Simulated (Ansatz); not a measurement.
## SrSn3Pd: pressure against volume

A database entry relaxed whole under r2SCAN (I4mm):

```
Sr Sn Pd
1.0
    -2.41770    2.41770    5.64395
     2.41770   -2.41770    5.64395
     2.41770    2.41770   -5.64395
Sr Sn Pd
1 3 1
Direct
  0.99616 0.99616 0.00000
  0.74595 0.24595 0.50000
  0.24595 0.74595 0.50000
  0.41069 0.41069 0.00000
  0.64226 0.64226 0.00000
```

The cell was scaled uniformly, its shape held, and the atoms relaxed at each volume with plane-wave PAW DFT (Ansatz 0.2.0; r2SCAN, 500 eV, 10×10×10 Γ-centred mesh, fermi-dirac occupations of width 0.100 eV; no spin, no spin-orbit coupling). One row is withheld.

| volume (Å³/atom) | energy over the lowest (meV/atom) | pressure (GPa) |
| --- | --- | --- |
| 24.809 | 20.9 | 4.56 |
| 25.337 | ? | ? |
| 25.865 | 2.1 | 1.35 |
| 26.392 | 0.0 | 0.01 |
| 26.920 | 2.1 | -1.19 |
| 27.448 | 7.9 | -2.25 |
| 27.976 | 17.0 | -3.19 |

Task: Fit the pressures of the other rows to the third-order Birch-Murnaghan form.

Result: With f = [(V₀/V)^(2/3) − 1]/2 and P = 3B₀f(1 + 2f)^(5/2)[1 + 3(B₀′ − 4)f/2], least squares gives V₀ = 26.40 Å³ an atom, B₀ = 63.2 GPa and B₀′ = 4.8; the rows miss the fit by less than 0.01 GPa. The slope of the energies differs from these pressures by less than 0.05 GPa.

Task: What does the withheld row hold?

Result: The fit gives 2.86 GPa at 25.337 Å³; the run gave 2.86 GPa and 8.8 meV an atom.

Caveats: the shape of the cell was held, so B₀ is an upper bound where the axes differ in stiffness; 0 K, fixed nuclei; the symmetry was kept, and this need not be the phase that is stable at 0 K; one mesh for all volumes; pressure is positive in compression.
